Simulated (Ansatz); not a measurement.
Sn2PbS3: rattling a relaxed structure

The cell was found from a structure generator's guess, not taken from experiment.

Computed with DFT PBE, scalar-relativistic, plane waves, PAW (Ansatz). Settings: cutoff 420 eV, Γ-centred mesh 12×12×12 on the computed 6-atom cell, Gaussian smearing of 0.01 eV; no spin polarisation.

The cell below (6 atoms, space group I4/mmm (No. 139)) is relaxed within its symmetry.

```cif
data_structure
_symmetry_space_group_name_H-M 'P 1'
_symmetry_Int_Tables_number 1
_cell_length_a 9.3396
_cell_length_b 9.3396
_cell_length_c 9.3396
_cell_angle_alpha 154.155
_cell_angle_beta 154.155
_cell_angle_gamma 36.874
_cell_volume 154.61
loop_
_atom_site_label
_atom_site_type_symbol
_atom_site_fract_x
_atom_site_fract_y
_atom_site_fract_z
_atom_site_occupancy
Sn1 Sn 0.66785 0.66785 0.00000 1
Sn2 Sn 0.33215 0.33215 0.00000 1
Pb1 Pb 0.00000 0.00000 0.00000 1
S1 S 0.82990 0.82990 0.00000 1
S2 S 0.50000 0.50000 0.00000 1
S3 S 0.17010 0.17010 0.00000 1
```

For the test a repeat of it with 12 atoms (edges 5.91, 5.91, 9.34 Å) was strained at random (σ = 1.5 % a component), the atoms were moved at random (σ = 0.05 Å), and all was relaxed again on a coarse 4×4×4 mesh (in the run’s order of axes) with 0.20 eV smearing, with no symmetry imposed.

These runs have no spin–orbit coupling, which can matter for Pb.

Task: Does it come back?

Result: It doesn't return. The energy falls by 16 meV/atom on that mesh, the volume changes by 6.6 %, and the end has space group P1 (No. 1) at a loose tolerance. Relaxed again on a 6×6×4 mesh with 0.02 eV smearing, the new structure lies 10 meV/atom below the first (mesh in the axes of the run's cell; the cell below is made exact in the group named). Space group P1 (No. 1), triclinic, a = 5.971 Å, b = 6.097 Å, c = 9.351 Å, α = 89.5°, β = 72.9°, γ = 89.9°. Around Sn on its first site lie 3 S at 2.66–2.76 Å, 2 S at 3.15–3.23 Å and 1 S at 3.46 Å; Sn on its second site is surrounded by 3 S at 2.67–2.77 Å, 2 S at 3.16–3.22 Å and 1 S at 3.46 Å; Pb on its first site is surrounded by 6 S at 2.89–3.22 Å; S on its first site is surrounded by 2 Sn at 2.64–2.72 Å, 1 Pb at 2.89 Å and 2 Sn at 3.15–3.27 Å; 8 more sites not described.

```cif
data_structure
_symmetry_space_group_name_H-M 'P1'
_symmetry_Int_Tables_number 1
_cell_length_a 5.9706
_cell_length_b 6.0975
_cell_length_c 9.3507
_cell_angle_alpha 89.542
_cell_angle_beta 72.888
_cell_angle_gamma 89.906
_cell_volume 325.34
loop_
_atom_site_label
_atom_site_type_symbol
_atom_site_symmetry_multiplicity
_atom_site_Wyckoff_symbol
_atom_site_fract_x
_atom_site_fract_y
_atom_site_fract_z
_atom_site_occupancy
Sn1 Sn 1 a 0.63896 0.01707 0.67786 1
Sn2 Sn 1 a 0.13945 0.48420 0.67597 1
Sn3 Sn 1 a 0.31223 0.02223 0.34670 1
Sn4 Sn 1 a 0.81267 0.47693 0.34503 1
Pb1 Pb 1 a 0.98994 0.01046 0.00714 1
Pb2 Pb 1 a 0.49057 0.48960 0.00564 1
S1 S 1 a 0.86726 0.04730 0.32852 1
S2 S 1 a 0.36768 0.45172 0.32613 1
S3 S 1 a 0.50419 0.01505 0.98628 1
S4 S 1 a 0.00470 0.48426 0.98348 1
S5 S 1 a 0.18611 0.04956 0.65982 1
S6 S 1 a 0.68624 0.45164 0.65742 1
```
